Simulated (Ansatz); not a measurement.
Geometry optimisation in Ansatz: input, command and trajectory.

```yaml
crystal:
  lattice:
    - [5.706747174, 0.0, 0.0]
    - [-2.853373587, 4.9421880257, 0.0]
    - [0.0, 0.0, 4.6031963244]
  atoms:
    - { symbol: Ti, position: [0.1647428368, 0.3294856737, 0.75] }
    - { symbol: Ti, position: [0.6705143263, 0.8352571632, 0.75] }
    - { symbol: Ti, position: [0.1647428368, 0.8352571632, 0.75] }
    - { symbol: Ti, position: [0.8352571632, 0.6705143263, 0.25] }
    - { symbol: Ti, position: [0.3294856737, 0.1647428368, 0.25] }
    - { symbol: Ti, position: [0.8352571632, 0.1647428368, 0.25] }
    - { symbol: Sn, position: [0.6666666667, 0.3333333333, 0.75] }
    - { symbol: Sn, position: [0.3333333333, 0.6666666667, 0.25] }
basis:
  ecutwfc: 500
kpoints:
  mp_grid: { grid: [6, 6, 8] }
hamiltonian:
  xc: r2scan
scf:
  occupations: { method: gaussian, width: 0.1 }
output:
  forces: true
  stress: true
  eigenvalues: true
relax:
  adjacent_minimum: "off"
  f_tol: 0.01
  max_steps: 30
  cell: { stress_tol: 0.1, fix: [volume] }
```

```bash
ansatz run input.yaml --threads 2 --pin off --max-ram 5120MiB --backend cpu --events-out ev --progress --plain --runs-dir out
```

Method: Ansatz 0.2.0, DFT r2SCAN, scalar-relativistic, plane waves, PAW.

The volume is held at 0.91 times that of the relaxed cell.

Of 3 frames 2 are shown, positions in Å and forces in eV/Å; the SCF threshold varies from step to step. Steps run on the plane waves of an earlier cell, with a Pulay correction in the pressure. The basis is chosen afresh for the last frame, the zero of the energies, and at times for earlier ones too; energy and pressure can step there, also at an unchanged geometry. Where two frames share a geometry here, they differ by under 2 meV/atom and 0.3 GPa.

```xyz
8
Lattice="5.7067 0.0000 0.0000 -2.8534 4.9422 0.0000 0.0000 0.0000 4.6032" Properties=species:S:1:pos:R:3:forces:R:3 pbc="T T T" step=1 free_energy_over_end_meV_per_atom=0.01 pressure_GPa=14.13
Ti    0.0000    1.6284    3.4524    0.0000    0.0102    0.0000
Ti    1.4432    4.1280    3.4524   -0.0088   -0.0051    0.0000
Ti   -1.4432    4.1280    3.4524    0.0088   -0.0051    0.0000
Ti    2.8534    3.3138    1.1508    0.0000   -0.0102    0.0000
Ti    1.4102    0.8142    1.1508    0.0088    0.0051    0.0000
Ti    4.2965    0.8142    1.1508   -0.0088    0.0051    0.0000
Sn    2.8534    1.6474    3.4524    0.0000    0.0000    0.0000
Sn    0.0000    3.2948    1.1508    0.0000    0.0000    0.0000
8
Lattice="5.7042 0.0000 0.0000 -2.8521 4.9400 0.0000 0.0000 0.0000 4.6073" Properties=species:S:1:pos:R:3:forces:R:3 pbc="T T T" step=3 free_energy_over_end_meV_per_atom=0.00 pressure_GPa=14.12
Ti    0.0000    1.6290    3.4555    0.0000   -0.0061    0.0000
Ti    1.4413    4.1254    3.4555    0.0053    0.0031    0.0000
Ti   -1.4413    4.1254    3.4555   -0.0053    0.0031    0.0000
Ti    2.8521    3.3109    1.1518    0.0000    0.0061    0.0000
Ti    1.4108    0.8145    1.1518   -0.0053   -0.0031    0.0000
Ti    4.2934    0.8145    1.1518    0.0053   -0.0031    0.0000
Sn    2.8521    1.6467    3.4555    0.0000    0.0000    0.0000
Sn    0.0000    3.2933    1.1518    0.0000    0.0000    0.0000
```

Time: 41 s on 2 threads of Oxide Virtual Turin-like Processor (Zen 5) (shared host), peak memory 0.96 GiB.